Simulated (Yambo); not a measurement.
```
BaS
1.0
    0.00000     3.16466     3.16466
    3.16466     0.00000     3.16466
    3.16466     3.16466     0.00000
S Ba
1 1
Direct
  0.50000   0.50000   0.50000
  0.00000   0.00000   0.00000
```

BaS (rock salt, space group Fm-3m, No. 225): mean Im ε in 1 eV windows above the direct gap of 3.68 eV, for different electron-hole kernels (Yambo, broadening 0.15 eV, PBEsol (Quantum ESPRESSO, PseudoDojo norm-conserving, 57 Ry, without SOC) bands; 8×8×8 mesh, 3 valence and 7 conduction bands, static screening with 30 bands and a 4 Ry block, scissor 1.55 eV, Tamm-Dancoff; field along x).

```csv
window (eV),independent quasiparticles,RPA (no attraction),BSE
3.7 to 4.7,1.8,1.3,3.0
4.7 to 5.7,2.8,2.0,5.1
5.7 to 6.7,4.1,3.2,7.4
6.7 to 7.7,6.7,5.2,6.0
7.7 to 8.7,6.9,6.2,4.0
8.7 to 9.7,4.8,5.3,2.3
```

This run doesn't resolve bound excitons or single peaks, so only averages are given, and they too depend on the mesh; weight that the attraction moves below the gap isn't listed. All transitions below 10.74 eV are in the band window. The scissor comes from a G0W0 run whose convergence isn't established.

Geometry relaxed with PBEsol.
